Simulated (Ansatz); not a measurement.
## Structure relaxation, Hf

The start is a generated trial cell of Hf in the AFLOW prototype A_aP4_2_aci. A full variable-cell relaxation at zero pressure is run with PBEsol (plane waves to 420 eV, PAW, scalar-relativistic; Ansatz, a quantum-chemistry and plane-wave program). The first steps use a coarse 11×9×4 k-mesh.

The start:
```
CELL_PARAMETERS angstrom
      3.06383     0.00000     0.00000
      0.30671     3.61468     0.00000
      0.13339     0.60050     8.10742
ATOMIC_POSITIONS crystal
  Hf 0.00000 0.00000 0.00000
  Hf 0.00000 0.00000 0.50000
  Hf 0.43300 0.57200 0.25900
  Hf 0.56700 0.42800 0.74100
```

Q: What pressure does the first self-consistent step give?

A: -2.9 GPa (negative: the cell is under tension).

Q: What is the largest force in the starting geometry, and on which atom (counted from 1)?

A: 1.56 eV/Å, on Hf3, Hf4 (atoms numbered as listed).

Q: How does the volume per atom move from start to end?

A: -3.9 %, from 22.45 to 21.57 Å³/atom.

Q: How do the shortest distances between atoms change?

A: The closest pairs of elements (up to four, under 3.6 Å), start → end: Hf–Hf 2.80 → 3.12 Å.

Q: What band gap does the relaxed structure have at this level?

A: Zero (metallic).

Q: What does it relax into? Give the structure.

A: 
```cif
data_Hf4
_chemical_formula_sum 'Hf4'
_space_group_name_H-M_alt 'Fm-3m'
_space_group_IT_number 225
_space_group_name_Hall '-F 4 2 3'
_cell_length_a 4.41904
_cell_length_b 4.41904
_cell_length_c 4.41904
_cell_angle_alpha 90.000
_cell_angle_beta 90.000
_cell_angle_gamma 90.000
loop_
_atom_site_label
_atom_site_type_symbol
_atom_site_symmetry_multiplicity
_atom_site_Wyckoff_symbol
_atom_site_fract_x
_atom_site_fract_y
_atom_site_fract_z
_atom_site_occupancy
Hf1 Hf 4 a 0.00000 0.00000 0.00000 1
```
(The calculation used a cell of 1 atom; values per cell refer to that cell.)

Final values are on a 18×18×18 k-mesh of the relaxed cell. No spin polarisation in the result.

The run could not lose the symmetry of its start, so the end can be a saddle point.

The relaxed structure here is a generated cell of Hf: the first start was made by placing the elements on the sites of a structure type, and the end was not matched to a known phase here, so it may be hypothetical. Known forms of Hf include space group No. 194.
